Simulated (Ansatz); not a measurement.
Co (hcp, Mg type)

```xyz
2
Lattice="2.4939 0.0000 0.0000 -1.2470 2.1598 0.0000 0.0000 0.0000 4.0318" Properties=species:S:1:pos:R:3 pbc="T T T"
Co     0.0000     1.4399     3.0239
Co     1.2470     0.7199     1.0080
```

This relaxed cell (volume V₀) is scaled evenly in all directions, its shape held. Symmetry pins the atoms to their sites.

The numbers are results of PBE (plane waves to 420 eV, PAW, scalar-relativistic; Ansatz, a program for electronic structure), not measurements. k mesh 21×21×12 (Γ-centred), Fermi-Dirac smearing 0.05 eV. E stands for the smeared free energy. Co was relaxed with its symmetry unable to fall. Relaxed Co ends ferromagnetic. Other magnetic orders were not checked, so this need not be the ground state. ΔE is measured from the relaxed starting cell.

### Question
Give the computed ΔE (kJ/mol of atoms) at V/V₀ = 0.900, 0.917, 0.950, 1.017, 1.033, 1.083.

### Answer
```csv
V/V₀,ΔE (kJ/mol of atoms)
0.900,8.5
0.917,5.7
0.950,1.9
1.017,0.2
1.033,0.7
1.083,4.1
```

(A scan under strain: stresses follow from slopes of the energy per volume, elastic moduli from its curvatures.)
